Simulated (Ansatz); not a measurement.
Here is the system:

InSe:
```xyz
8
Lattice="4.0875 0.0000 0.0000 -2.0438 3.5399 0.0000 0.0000 0.0000 18.5983" Properties=species:S:1:pos:R:3 pbc="T T T"
In     0.0000     2.3599     6.0625
In     2.0438     1.1800    12.5358
In     2.0438     1.1800    15.3616
In     0.0000     2.3599     3.2367
Se     0.0000     2.3599    11.2633
Se     2.0438     1.1800     7.3350
Se     2.0438     1.1800     1.9641
Se     0.0000     2.3599    16.6342
```

This is the PBE-relaxed structure.

Problem. All from PBE (plane waves, PAW; program Ansatz), unless another level is named. Give the formation energy from the elements (no fitted shifts).

Solution. -0.52 eV/atom.

Problem. Next, the band gap?

Solution. 0.76 eV (direct).

Problem. And the valence-band maximum?

Solution. at Γ.

Space group P6_3/mmc. The PBE relaxation kept the symmetry of its start. A crystal of weakly bound layers computed without a dispersion correction: the cell and the soft elastic constants depend strongly on that. The references are the lowest solids computed at this level, not always the standard phases. Scalar-relativistic: spin–orbit coupling is off unless named, which matters more the heavier the elements.

Potentials: the earlier of the program's two PAW sets.
